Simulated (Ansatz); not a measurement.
Ionic part of the dielectric constant of CdC2 at 31 GPa, mode by mode

Method: DFT PBE, scalar-relativistic, plane waves, PAW (Ansatz). Plane waves to 420 eV; Γ-centred k mesh 8×8×8; fixed occupations. No spin polarisation. Phonons by linear response, acoustic sum rule imposed.

It takes space group I4/mmm (No. 139, tetragonal). The conventional cell has a = 3.502 Å, b = 3.502 Å, c = 5.566 Å, α = 90.00°, β = 90.00°, γ = 90.00°. Cd (site symmetry 4/mmm) is surrounded by 2 C at 2.16 Å. C (site symmetry 4mm) is surrounded by 1 C at 1.25 Å.

The cell was built by swapping an element in a database structure (itself possibly hypothetical) and relaxing; it need not be the stable form of this composition.

The primitive cell has V = 34.13 Å³ and ε∞,zz = 7.116. Each polar mode adds Δε = (4.92064×10⁷/V)·S/ν² along z, with S its oscillator strength in e²/amu, ν in cm⁻¹ and V in Å³.

Problem. From these modes, find each Δε and ε0,zz.
| ν (cm⁻¹) | S_zz (e²/amu) |
| --- | --- |
| 445.0 | 0.2199 |

Solution.
| ν (cm⁻¹) | Δε |
| --- | --- |
| 445.0 | 1.60 |

The sum is 1.601, so ε0,zz = 8.72; the run's tensor has 8.72.

Problem. Where do the longitudinal modes lie for a wave vector along z?

Solution. At 493 cm⁻¹. The Lyddane–Sachs–Teller product Π(ν_LO/ν_TO)² = 1.23 matches ε0/ε∞ = 1.22.